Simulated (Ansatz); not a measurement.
The start is a randomly generated symmetric cell of CsSnI3 (space group No. 65). The structure is fully relaxed (lattice and positions, P = 0) with r2SCAN (plane waves to 500 eV, PAW, scalar-relativistic; Ansatz, a first-principles code). The first steps use a coarse 5×5×3 k-mesh.

Input geometry:
```
CELL_PARAMETERS angstrom
      2.99659    -4.28150     0.00000
      2.99659     4.28150     0.00000
      0.00000     0.00000    10.82317
ATOMIC_POSITIONS crystal
  Cs 0.50000 0.50000 0.50000
  I  0.50000 0.50000 0.13827
  I  0.50000 0.50000 0.86173
  I  0.00000 0.00000 0.50000
  Sn 0.00000 0.00000 0.00000
```

```yaml
initial_pressure: "+3 GPa (positive: the cell is compressed)"
largest_initial_force: about 3.0 eV/Å, on I2, I3 (atoms numbered as listed)
energy_released: 0.36 eV/atom
volume_change: -5.9 %, from 55.54 to 52.28 Å³/atom
Shortest distances (start → end): "The closest pairs of elements (up to four, under 3.6 Å), start → end: I–I 2.99 → 3.65 Å; Cs–I 3.00 → 3.35 Å; I–Sn 3.35 → 3.82 Å"
band_gap_at_the_end: zero (the bands touch at this level, without spin-orbit coupling)
optimiser_moves: 9
```

It ends as:

Space group P4/mmm (No. 123); a = b = 4.744 Å, c = 11.616 Å, α = β = γ = 90.00°

```csv
atom,site,symmetry,x,y,z
Cs,1d,4/mmm,0.5000,0.5000,0.5000
I,2h,4mm,0.5000,0.5000,0.1572
I,1b,4/mmm,0.0000,0.0000,0.5000
Sn,1a,4/mmm,0.0000,0.0000,0.0000
```

Final values are on a 10×10×4 k-mesh of the relaxed cell. No spin polarisation in the result. Without spin-orbit coupling the bands of the heavy element are not split, so the gap can be far off.

The run could not lose the symmetry of its start, so the end can be a saddle point.

The relaxed structure here is a generated cell of CsSnI3: the first start was made by a random draw of sites in a space group, and the end was not matched to a known phase here, so it may be hypothetical. Known forms of CsSnI3 include space group No. 62, 221.
